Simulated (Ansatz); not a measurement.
**EuNi3 in the AuCu3-type structure**

The computed numbers are results of PBE+U (U_eff = 6 eV on Eu 4f), scalar-relativistic (collinear spin) in the plane-wave PAW code Ansatz at 420 eV, 8×8×8 k-mesh, Gaussian smearing of 0.05 eV. The datasets are Ansatz's generated set soft_2.

```cif
data_structure
_symmetry_space_group_name_H-M 'P 1'
_symmetry_Int_Tables_number 1
_cell_length_a 3.9571
_cell_length_b 3.9571
_cell_length_c 3.9571
_cell_angle_alpha 90.000
_cell_angle_beta 90.000
_cell_angle_gamma 90.000
_cell_volume 61.96
loop_
_atom_site_label
_atom_site_type_symbol
_atom_site_fract_x
_atom_site_fract_y
_atom_site_fract_z
_atom_site_occupancy
Eu1 Eu 0.00000 0.00000 0.00000 1
Ni1 Ni 0.00000 0.50000 0.50000 1
Ni2 Ni 0.50000 0.50000 0.00000 1
Ni3 Ni 0.50000 0.00000 0.50000 1
```

The structure was built from a prototype; whether the compound forms in it isn't claimed.

Magnetic state: ferrimagnetic, site spin moments Eu 6.77; Ni -0.41 μB.

The geometry was relaxed with PBE+U and stays fixed; the gap of the first row includes a band path, the others are on their meshes. A negative pressure means that the level wants a smaller cell.

```csv
level,k-mesh,gap (eV),P (GPa),largest spin moment (μB),f electrons (Löwdin)
PBE+U (U_eff = 6 eV on Eu 4f),8×8×8,metal,0.0,6.77,6.92
PBE+U (U_eff = 5 eV on Eu 4f),8×8×8,metal,-0.5,6.73,6.88
```

(1) What do the gap, the largest spin moment and the pressure become under PBE+U (U_eff = 2 eV on Eu 4f) (8×8×8)?

Answer:

(1) Gap zero (metallic), pressure -2.3 GPa, largest spin moment 6.53 μB.

**Reading the ladder.**

To first order a pressure P at this geometry moves the equilibrium volume by ΔV/V ≈ P/B0, with B0 = 87 GPa from PBE+U's equation of state: PBE+U (U_eff = 5 eV on Eu 4f) −0.48/87.1 = −0.5 %, about 15.4 Å³/atom; PBE+U (U_eff = 2 eV on Eu 4f) −2.35/87.1 = −2.7 %, about 15.1 Å³/atom (from 15.49). These are estimates, not relaxations.

From U = 2 to 6 eV on Eu the pressure goes from -2.3 to 0.0 GPa, the crystal stays metallic, and the largest spin moment goes from 6.53 to 6.77 μB. A larger U localises the open shell and takes it out of the bonding, so the cell wants to grow.

No row holds spin–orbit coupling, which matters for elements this heavy.

The run wasn't fully tested for a lower electronic state. A U of this size is made for insulators; in a metal, as here, it tends to take f weight out of the bonding and to swell the cell.

Pressures are a third of the stress tensor's trace.
